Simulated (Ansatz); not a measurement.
ZnO (wurtzite)

```
CELL_PARAMETERS angstrom
      3.27991     0.00000     0.00000
     -1.63996     2.84049     0.00000
      0.00000     0.00000     5.29408
ATOMIC_POSITIONS crystal
  Zn 0.66667 0.33333 0.00214
  Zn 0.33333 0.66667 0.50214
  O  0.66667 0.33333 0.62306
  O  0.33333 0.66667 0.12306
```

Equation-of-state scan: isotropic scaling of the cell above, V₀ being its volume. The atoms relax within the cell's symmetry.

Method: PBE (plane waves to 420 eV, PAW, scalar-relativistic; Ansatz, a program for electronic structure). k mesh 12×12×6 (Γ-centred), Fermi-Dirac smearing 0.05 eV. E stands for the smeared free energy. Stress and pressure are positive under compression. With the shape held, the modulus is that of even scaling; a crystal free to change shape is softer. The PAW data are Ansatz's earlier set. ZnO was relaxed with its symmetry unable to fall. The zero of ΔE is the relaxed starting cell.

| V (Å³/atom) | ΔE (meV/atom) | P (GPa) |
|---|---|---|
| 11.098 | 60.2 | 17.2 |
| 11.344 | 37.0 | 13.0 |
| 11.591 | 20.0 | 9.2 |
| 11.837 | 8.6 | 5.8 |
| 12.084 | 2.1 | 2.7 |
| 12.331 | 0.0 | 0.0 |
| 12.577 | 1.9 | -2.4 |
| 12.824 | 7.4 | -4.6 |
| 13.070 | 16.1 | -6.6 |
| 13.317 | 27.7 | -8.4 |
| 13.564 | 41.8 | -10.0 |

Key numbers:

```yaml
pressure_at_the_smallest_volume: 17.2 GPa
energy_cost_of_the_largest_compression: 60.2 meV/atom
energy_cost_of_the_largest_expansion: 41.8 meV/atom
Bulk modulus at fixed cell shape B₀ (third-order Birch-Murnaghan fit): 129 GPa
Pressure derivative B₀′ (fit): 4.4
equilibrium_volume_of_the_fit: 12.33 Å³/atom
Pressure for 5 % compression (fit): 7.4 GPa
```

(Under strain, the slope of the energy per volume gives the stress and its curvature an elastic modulus.)
